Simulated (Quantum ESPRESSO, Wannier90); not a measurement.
**PbClF (P4/nmm), plane waves to Wannier functions**

```
begin unit_cell_cart
ang
    4.1091700000    0.0000000000    0.0000000000
    0.0000000000    4.1091700000    0.0000000000
    0.0000000000    0.0000000000    7.2390400000
end unit_cell_cart
begin atoms_frac
Pb   0.0000000000  0.5000000000 -0.2050900000
Pb   0.5000000000  0.0000000000  0.2050900000
Cl   0.5000000000  0.0000000000 -0.3510900000
Cl   0.0000000000  0.5000000000  0.3510900000
F    0.5000000000  0.5000000000  0.0000000000
F    0.0000000000  0.0000000000  0.0000000000
end atoms_frac
```

Cell from Materials Project (mp-22964), symmetrised, no further relaxation. COD (Crystallography Open Database) has an entry of this formula and space group (matched by these alone). Computed values, not measurements, from PBEsol: Quantum ESPRESSO (norm-conserving PseudoDojo potentials, cutoff 68 Ry, spinors with spin-orbit coupling) on a Γ-centred 4×4×4 mesh, then Wannier90. Density: 8×8×4 mesh, cold smearing 0.01 Ry.

A tight-binding model is made by disentanglement and projection with no localisation steps (num_iter = 0), so the 48 orbitals stay atom-like: hydrogen-like Pb: s;p; Cl: s;p; F: s;p, axes along x, y, z; frozen window up to 4.51 eV relative to the valence-band maximum. It follows pw.x to 2.6 meV rms for states up to 4.0 eV relative to the valence-band maximum. Matrix elements depend on this choice of orbitals and windows. Bands 5–12 (Pb 5d 99 %), 13–24 (Pb 5d 96 %) lie between the kept ones and are excluded.

### Question
What are the on-site energies relative to the valence-band maximum, and how fast do the hoppings decay?

### Answer
| atom | orbitals | energy (eV) |
|---|---|---|
| Pb1 | s↑ s↓ | -4.35 |
| Pb1 | pz↑ pz↓ | 4.92 |
| Pb1 | px↑ px↓ py↑ py↓ | 4.95 |
| Pb2 | s↑ s↓ | -4.35 |
| Pb2 | pz↑ pz↓ | 4.92 |
| Pb2 | px↑ px↓ py↑ py↓ | 4.95 |
| Cl3 | s↑ s↓ | -12.77 |
| Cl3 | pz↑ pz↓ | -0.97 |
| Cl3 | px↑ px↓ py↑ py↓ | -1.03 |
| Cl4 | s↑ s↓ | -12.77 |
| Cl4 | pz↑ pz↓ | -0.97 |
| Cl4 | px↑ px↓ py↑ py↓ | -1.03 |
| F5 | s↑ s↓ | -21.29 |
| F5 | pz↑ pz↓ | -3.10 |
| F5 | px↑ px↓ py↑ py↓ | -3.03 |
| F6 | s↑ s↓ | -21.29 |
| F6 | pz↑ pz↓ | -3.10 |
| F6 | px↑ px↓ py↑ py↓ | -3.03 |

```tsv
distance of the centres (Å)	largest modulus (eV)
2–3	0.86
3–4	1.2
4–5	0.42
5–6	0.087
6–7	0.037
7–8	0.074
```

Effective spin-orbit constants λ of λ L·S, from the same-site elements px↑–py↑ (λ/2) and dx2-y2↑–dxy↑ (λ), where they are among the larger elements: Pb1 p 1.5 eV, Pb2 p 1.5 eV.
